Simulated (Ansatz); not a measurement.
KTaO3:
```
KTaO3
1.0
    3.98532     0.00000     0.00000
    0.00000     3.98532     0.00000
    0.00000     0.00000     3.98532
K Ta O
1 1 3
Direct
  0.00000   0.00000   0.00000
  0.50000   0.50000   0.50000
  0.00000   0.50000   0.50000
  0.50000   0.50000   0.00000
  0.50000   0.00000   0.50000
```

Relaxed with PBEsol. Special points in fractions of this cell's reciprocal vectors: Γ (0.000, 0.000, 0.000); X (0.000, 0.500, 0.000); M (0.500, 0.500, 0.000); R (0.500, 0.500, 0.500).

Problem. List the band energies nearest the valence-band maximum at these points for DFT-PBEsol with spin–orbit coupling in the program Ansatz with PAW potentials.

Solution. In eV from the valence-band maximum; about four levels below and three above (degenerate sets whole), none deeper than 8.9 eV; points with the same levels are listed once.

```json
[
 {"k": "Γ", "below": "-0.55 -0.55 -0.55 -0.55", "above": "2.00 2.00 2.00 2.00"},
 {"k": "X", "below": "-0.92 -0.92 -0.76 -0.76", "above": "2.28 2.28 4.89 4.89"},
 {"k": "M", "below": "-1.43 -1.43 -0.05 -0.05", "above": "4.92 4.92 5.17 5.17"},
 {"k": "R", "below": "0.00 0.00 0.00 0.00", "above": "6.35 6.35 6.35 6.35"}
]
```

Space group Pm-3m (cubic perovskite). Symmetry was held in the PBEsol relaxation. The run is not spin-polarised.

Potentials: the later of the program's two PAW sets.
